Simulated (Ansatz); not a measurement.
## Cd5Se3S2 (I-4m2)

Computed with DFT PBE, scalar-relativistic, plane waves, PAW in Ansatz 0.2.0.

Plane waves to 420 eV, a k mesh through Γ of 10×10×10 on the computed 10-atom cell and Gaussian smearing (0.02 eV); no spin polarisation.

The structure is relaxed at this level of theory with its symmetry kept, and needn't be the ground state of this composition.

```xyz
10
Lattice="-2.1532 2.1532 15.2012 2.1532 -2.1532 15.2012 2.1532 2.1532 -15.2012" Properties=species:S:1:pos:R:3 pbc="T T T"
Cd    0.0000    0.0000   24.3868
Cd    0.0000    0.0000   12.3482
Cd    0.0000    0.0000    0.0000
Cd    0.0000    0.0000   18.0542
Cd    0.0000    0.0000    6.0157
Se    0.0000    2.1532    4.4338
Se    2.1532    0.0000    7.6006
Se    0.0000    2.1532   10.7674
S     2.1532    0.0000   13.7769
S     2.1532    0.0000    1.4244
```

Task: Formation energy from the elements' standard states (uncorrected)?

Result: -0.639 eV/atom.

Task: Kohn–Sham band gap?

Result: 0.64 eV.

Task: Orbital (Löwdin) character of the top 1 eV of the valence band?

Result: Se 4p 67 %, S 3p 24 %.

Task: Orbital (Löwdin) character of the lowest 1 eV of the conduction band?

Result: Cd 5s 55 %, Se 4p 17 %, Se 4s 10 %, S 3p 9 %.

Task: Bader charge by site (e)?

Result: Cd (2 in the cell) 0.72, Cd (2 in the cell) 0.79, Cd (1 in the cell) 0.85, Se (2 in the cell) -0.72, Se (1 in the cell) -0.72, S (2 in the cell) -0.85.

The cell was found from a structure generator's guess, not taken from experiment. Kohn–Sham gaps at this level usually fall short of measured ones. Löwdin shares on free-atom orbitals overweight diffuse shells in the empty bands.
